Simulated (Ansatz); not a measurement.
This guess for Bi₆Te is about to be relaxed.

```cif
data_structure
_symmetry_space_group_name_H-M 'R-3m:H'
_symmetry_Int_Tables_number 166
_cell_length_a 4.4500
_cell_length_b 4.4500
_cell_length_c 40.6500
_cell_angle_alpha 90.000
_cell_angle_beta 90.000
_cell_angle_gamma 120.000
_cell_volume 697.13
loop_
_atom_site_label
_atom_site_type_symbol
_atom_site_symmetry_multiplicity
_atom_site_Wyckoff_symbol
_atom_site_fract_x
_atom_site_fract_y
_atom_site_fract_z
_atom_site_occupancy
Bi1 Bi 6 c 0.00000 0.00000 0.86100 1
Bi2 Bi 6 c 0.66667 0.33333 0.90163 1
Bi3 Bi 6 c 0.00000 0.00000 0.70980 1
Te1 Te 3 a 0.00000 0.00000 0.00000 1
```

All numbers below come from DFT PBE, scalar-relativistic, plane waves, PAW (Ansatz 0.2.0). Cutoff 420 eV, Gaussian smearing, Γ-centred meshes. Cell and atoms relax first on a coarse mesh, the cell is then made exact in the group found at 0.06 to 0.08 Å, and last on a converged mesh; the steps can't lower the symmetry of their start. No spin polarisation.

A guess keeps its type if space group and coordination stay and the shape of the cell changes little (axis ratios within about 15 %, angles within 6°); the volume may change.

Problem. Will the relaxed cell still be of the starting type?

Solution. It keeps its type. The symmetry stays R-3m (No. 166). The volume per atom grows by 5.4 %, from 33.2 to 35.0 Å³. The shortest distance goes from 3.05 Å (Bi–Bi) to 3.22 Å (Bi–Bi). The ratio c/a of the conventional cell changes by a factor of 0.95. Counting neighbours within 15 % of an atom's shortest distance, the start has Bi 6, Te 6 and the end Bi 6, Te 6.

Formation energies are uncorrected and refer to the elements' standard structures at the same level.

Problem. At what energy does it end?

Solution. +0.01 eV/atom. The formation energy is too near zero to say whether this cell lies below the elements.

The last run used a 12×12×12 mesh for its 7-atom cell and Gaussian smearing of 0.10 eV. For metals, differences of a few meV/atom aren't resolved. These runs have no spin–orbit coupling, which can matter for Bi and Te. The reference form of Te is held partly by dispersion forces, which this level lacks. A later test with randomly moved atoms led to a structure 8 meV/atom lower, so this end is a saddle point or a shallow minimum.
